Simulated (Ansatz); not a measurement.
The start is a relaxed Nb cell displaced along its unstable phonon at q = (½, 0, 0) of its primitive reciprocal cell (140i cm⁻¹), largest move 0.15 Å. A full variable-cell relaxation at zero pressure is run with PBE (plane waves to 420 eV, PAW, scalar-relativistic; Ansatz, a first-principles code). First-step values are on the input's coarse k-mesh.

Ansatz input (later rounds restart from its end on a renewed k-mesh):
Ansatz 0.2 input:
```yaml
crystal:
  lattice:
    - [9.7720263094, -0.0000000001, 0]
    - [-2.4430065773, 4.2314115152, 0]
    - [0, 0, 2.6818575232]
  atoms:
    - { symbol: Nb, position: [0, 0, -0.0081933195] }
    - { symbol: Nb, position: [0.5, 1, 0.0081933195] }
    - { symbol: Nb, position: [0.1666666667, 0.6666666667, 0.5559313829] }
    - { symbol: Nb, position: [0.6666666667, 0.6666666667, 0.4440686171] }
    - { symbol: Nb, position: [0.3333333333, 0.3333333333, 0.4440686171] }
    - { symbol: Nb, position: [0.8333333333, 0.3333333333, 0.5559313829] }
basis: { ecutwfc: 420, ecutrho_ratio: 4, xc_grid: 2, fft_grid_basis: typed }
kpoints: { mp_grid: { grid: [4, 8, 12] } }
hamiltonian:
  xc: pbe
  dispersion: none
  pseudopotentials: { azcp: { folder: ./paw }, kind: paw }
scf: { occupations: { method: fermi_dirac, width: 0.05 } }
relax: { f_tol: 0.01, max_steps: 100, cell: { stress_tol: 0.02 } }
output: { forces: true, stress: true }
```

**Question.** What is the largest force in the starting geometry, and on which atom (counted from 1)?

**Answer.** 0.64 eV/Å, on Nb3, Nb4, Nb5, Nb6 (atoms numbered as listed).

**Question.** How does the volume per atom move from start to end?

**Answer.** -0.9 %, from 18.48 to 18.31 Å³/atom.

**Question.** Does it find its way back to the structure it was made from?

**Answer.** It does not go back: it reaches Pmmn (No. 59), 0.12 eV/atom below the parent.

**Question.** How do the shortest distances between atoms change?

**Answer.** The closest pairs of elements (up to four, under 3.6 Å), start → end: Nb–Nb 2.68 → 2.77 Å.

**Question.** Is the relaxed structure metallic? Give its gap.

**Answer.** Zero (metallic).

**Question.** What does it relax into? Give the structure.

**Answer.** 
Space group Pmmn, origin choice 1 (No. 59); a = 4.7531 Å, b = 8.3368 Å, c = 2.7726 Å, α = β = γ = 90.00°

| atom | site | symmetry | x | y | z |
|---|---|---|---|---|---|
| Nb | 2a | mm2 | 0.0000 | 0.0000 | 0.9848 |
| Nb | 4e | m.. | 0.0000 | 0.3290 | 0.6430 |

Final values are on a 10×6×17 k-mesh of the relaxed cell. No spin polarisation in the result.

The run could not lose the symmetry of its start, so the end can be a saddle point.

The relaxed structure here is a generated cell of Nb: the first start was made by placing the elements on the sites of a structure type, and the end was not matched to a known phase here, so it may be hypothetical. Known forms of Nb include space group No. 229.
